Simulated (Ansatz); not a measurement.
Nb:
```
CELL_PARAMETERS angstrom
     -1.65120     1.65120     1.65120
      1.65120    -1.65120     1.65120
      1.65120     1.65120    -1.65120
ATOMIC_POSITIONS crystal
  Nb 0.00000 0.00000 0.00000
```

Relaxed with r²SCAN.

Task: Which orbitals make up the states near the Fermi level in r²SCAN in the plane-wave PAW code Ansatz?

Result: Within 0.5 eV of the Fermi level: Nb 4d 86 %, Nb 5s 9 %. Projections are on Löwdin-orthogonalised atomic valence shells; empty p or d shells of many metals are not among them.

Task: Tabulate the density of states.

Result: States/eV per cell of 1 atom, in 0.25 eV bins, energy from the Fermi level.

```tsv
E (eV)	total	Nb 4d	Nb 5s	Nb 4p
-6.35	0.00	0.00	0.00	0.00
-6.10	0.02	0.00	0.02	0.00
-5.85	0.04	0.00	0.03	0.00
-5.60	0.06	0.00	0.05	0.00
-5.35	0.07	0.00	0.06	0.00
-5.10	0.09	0.00	0.07	0.00
-4.85	0.10	0.01	0.08	0.00
-4.60	0.12	0.01	0.10	0.00
-4.35	0.15	0.02	0.11	0.01
-4.10	0.19	0.03	0.13	0.01
-3.85	0.45	0.23	0.18	0.01
-3.60	0.91	0.61	0.24	0.01
-3.35	0.99	0.72	0.22	0.02
-3.10	1.11	0.86	0.20	0.02
-2.85	1.34	1.11	0.18	0.02
-2.60	1.34	1.15	0.15	0.03
-2.35	1.15	1.01	0.10	0.02
-2.10	0.57	0.53	0.03	0.01
-1.85	0.48	0.46	0.01	0.01
-1.60	1.81	1.76	0.01	0.03
-1.35	2.06	1.99	0.02	0.03
-1.10	1.28	1.22	0.03	0.02
-0.85	1.12	1.04	0.05	0.02
-0.60	1.13	1.02	0.07	0.02
-0.35	1.86	1.61	0.16	0.03
-0.10	1.75	1.49	0.18	0.03
0.15	1.18	1.02	0.10	0.02
0.40	0.76	0.64	0.07	0.01
0.65	0.48	0.37	0.06	0.01
0.90	0.43	0.34	0.04	0.01
1.15	0.43	0.34	0.03	0.00
1.40	0.44	0.36	0.03	0.00
1.65	0.49	0.43	0.02	0.00
1.90	0.73	0.67	0.02	0.00
2.15	0.82	0.78	0.02	0.00
2.40	0.88	0.84	0.01	0.00
2.65	0.98	0.95	0.01	0.00
2.90	1.17	1.14	0.01	0.00
3.15	1.19	1.16	0.01	0.00
3.40	1.23	1.20	0.01	0.00
3.65	1.43	1.40	0.01	0.00
3.90	1.25	1.23	0.01	0.00
4.15	1.63	1.58	0.03	0.00
4.40	2.74	2.62	0.09	0.00
4.65	1.13	0.98	0.10	0.00
```

Space group Im-3m (bcc (W type)). Symmetry was held in the r²SCAN relaxation. No spin polarisation was allowed. Scalar-relativistic: spin–orbit coupling is off unless named, which matters more the heavier the elements.

Potentials: the earlier of the program's two PAW sets.
